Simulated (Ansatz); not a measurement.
Suppose Al3Ag5 takes space group P6/mmm (No. 191), with Al on 3f; Ag on 4h and 1a.

Level of theory: Ansatz, DFT PBE, scalar-relativistic, plane waves, PAW. Cutoff 420 eV, Γ-centred mesh, Gaussian smearing, no spin polarisation.

Formation energies are uncorrected and refer to the elements' standard structures at the same level.

Question: Predict the relaxed structure.

Answer:

Space group P6/mmm (No. 191). a = 5.345 Å, b = 5.345 Å, c = 7.244 Å, α = 90.00°, β = 90.00°, γ = 120.00°
| atom | site | symmetry | x | y | z |
| --- | --- | --- | --- | --- | --- |
| Al | 3f | mmm | 0.5000 | 0.0000 | 0.0000 |
| Ag | 4h | 3m. | 0.3333 | 0.6667 | 0.3123 |
| Ag | 1a | 6/mmm | 0.0000 | 0.0000 | 0.0000 |

Around Al lie 4 Al at 2.67 Å and 6 Ag at 2.67–2.74 Å; around Ag on a site of symmetry 3m lie 1 Ag at 2.72 Å, 3 Al at 2.74 Å and 3 Ag at 3.09 Å; Ag on a site of symmetry 6/mmm is surrounded by 6 Al at 2.67 Å. Another local minimum with the same sites may exist.

Question: And its energy and gap?

Answer: The energy over the elements is +0.22 eV/atom and the gap on the 12×12×6 mesh of the 8-atom cell is 0 eV (a metal). A positive value: parting into the elements would lower its energy.

The last run used Gaussian smearing of 0.10 eV. A structure relaxed within its symmetry needn't be a true minimum.
